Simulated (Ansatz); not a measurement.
## Density of states of Li2Pt

```cif
data_structure
_symmetry_space_group_name_H-M 'P6/mmm'
_symmetry_Int_Tables_number 191
_cell_length_a 4.1860
_cell_length_b 4.1860
_cell_length_c 2.6610
_cell_angle_alpha 90.000
_cell_angle_beta 90.000
_cell_angle_gamma 120.000
_cell_volume 40.38
loop_
_atom_site_label
_atom_site_type_symbol
_atom_site_symmetry_multiplicity
_atom_site_Wyckoff_symbol
_atom_site_fract_x
_atom_site_fract_y
_atom_site_fract_z
_atom_site_occupancy
Li1 Li 2 d 0.33333 0.66667 0.50000 1
Pt1 Pt 1 a 0.00000 0.00000 0.00000 1
```

The runs use the primitive cell with vectors (4.186, 0.000, 0.000), (-2.093, 3.625, 0.000), (0.000, 0.000, 2.661) Å, to which the k mesh refers.

The structure is hexagonal, space group P6/mmm (No. 191). Conventional cell: a = 4.186 Å, b = 4.186 Å, c = 2.661 Å, α = 90.00°, β = 90.00°, γ = 120.00°. Around Li (site symmetry -6m2) lie 5 Li at 2.42 to 2.66 Å and 6 Pt at 2.76 Å. Around Pt (site symmetry 6/mmm) lie 2 Pt at 2.66 Å and 12 Li at 2.76 Å.

The cell comes from COD entry 1523301, which wasn't checked; take it as a given geometry.

Spin–orbit coupling is left out, though it moves levels of the heavy atoms by tenths of an eV or more.

The calculation used DFT, LDA, all-electron LAPW, scalar-relativistic in Ansatz 0.2.0.

Sampling and basis: a Γ-centred 9×9×12 k mesh, Fermi–Dirac smearing of 0.03 eV, basis error target 1 meV/atom, no spin polarisation.

States per eV and cell, averaged over 0.6 eV, from -7.0 to 5.4 eV, with energies (bin centres) from the Fermi level; empty bins are left out. The partial columns, the largest 3 alone, are projections on Löwdin-orthogonalised atomic shells (those that the program's projection atoms carry: the occupied ones and, for some elements, an empty d or f shell; other empty shells have no column), summed over atoms of an element. Weights on diffuse s and p shells depend on that basis and aren't pure angular character.

| E (eV) | total | Pt 5d | Li 2s | Pt 6s |
| --- | --- | --- | --- | --- |
| -6.8 | 0.01 | 0.00 | 0.01 | 0.00 |
| -6.2 | 0.47 | 0.11 | 0.13 | 0.22 |
| -5.6 | 0.54 | 0.13 | 0.11 | 0.28 |
| -5.0 | 0.39 | 0.07 | 0.10 | 0.21 |
| -4.4 | 0.57 | 0.21 | 0.14 | 0.21 |
| -3.8 | 3.48 | 2.85 | 0.31 | 0.28 |
| -3.2 | 3.88 | 3.21 | 0.34 | 0.25 |
| -2.6 | 3.37 | 2.97 | 0.15 | 0.17 |
| -2.0 | 3.74 | 3.37 | 0.09 | 0.21 |
| -1.4 | 1.83 | 1.43 | 0.16 | 0.17 |
| -0.8 | 1.13 | 0.95 | 0.09 | 0.04 |
| -0.2 | 0.69 | 0.31 | 0.26 | 0.06 |
| 0.4 | 1.00 | 0.21 | 0.50 | 0.08 |
| 1.0 | 1.04 | 0.13 | 0.47 | 0.06 |
| 1.6 | 0.91 | 0.11 | 0.31 | 0.06 |
| 2.2 | 0.72 | 0.09 | 0.22 | 0.05 |
| 2.8 | 0.69 | 0.09 | 0.19 | 0.05 |
| 3.4 | 0.60 | 0.05 | 0.15 | 0.03 |
| 4.0 | 0.50 | 0.03 | 0.11 | 0.02 |
| 4.6 | 0.49 | 0.04 | 0.09 | 0.05 |
| 5.2 | 0.33 | 0.02 | 0.07 | 0.04 |

(1) Where is the centre of the filled Pt 5d states between -14 eV and the top of the filled states?

Results:

(1) -2.64 eV from the Fermi level.
